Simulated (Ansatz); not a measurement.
ZnS (wurtzite)

```
ZnS
1.0
    3.84511     0.00000     0.00000
   -1.92255     3.32996     0.00000
    0.00000     0.00000     6.30566
Zn S
2 2
Direct
  0.66667   0.33333   0.99985
  0.33333   0.66667   0.49985
  0.66667   0.33333   0.62535
  0.33333   0.66667   0.12535
```

In this cell atom 3 (S, nearest neighbour Zn at 2.357 Å; its periodic images, 3.8 Å or more away, move with it) is moved by s along Cartesian z, unit vector (0.000, 0.000, 1.000); all other atoms and the cell stay fixed.

The numbers are results of PBE (plane waves to 420 eV, PAW, scalar-relativistic; Ansatz, an electronic-structure program), not measurements. k mesh 8×8×4 (Γ-centred), Fermi-Dirac smearing 0.05 eV. E stands for the smeared free energy. Compression counts positive. F∥ is the force on the atom along that direction. ZnS was relaxed with its symmetry unable to fall. The zero of ΔE is the undisplaced structure.

| s (Å) | ΔE (meV/cell) | P (GPa) | F∥ (eV/Å) |
|---|---|---|---|
| -0.240 | 197 | 0.93 | 1.462 |
| -0.192 | 132 | 0.64 | 1.252 |
| -0.144 | 78 | 0.39 | 1.005 |
| -0.096 | 36 | 0.19 | 0.717 |
| -0.048 | 9 | 0.06 | 0.384 |
| 0.000 | 0 | 0.00 | 0.000 |
| 0.048 | 10 | 0.03 | -0.443 |
| 0.096 | 44 | 0.15 | -0.954 |
| 0.144 | 103 | 0.40 | -1.543 |
| 0.192 | 193 | 0.79 | -2.227 |
| 0.240 | 319 | 1.33 | -3.021 |

Read from the data:

The energy at s = 0.240 Å is 319 meV/cell. The force along the line at s = -0.240 Å is 1.46 eV/Å and the force constant k = d²E/ds² at s = 0 (finite differences) is 8.59 eV/Å². Symmetry of the curve: not even: the positive side lies higher at ±0.240 Å. Shape of the curve: a single well with its minimum at or next to zero displacement. Harmonic estimate at the end of the scan: ½ks² = 247 meV/cell against the computed 319 meV/cell, so the well is stiffer than harmonic there.

(For displaced atoms, the force is minus the slope of the energy, and its curvature is a force constant, which sets phonon frequencies.)
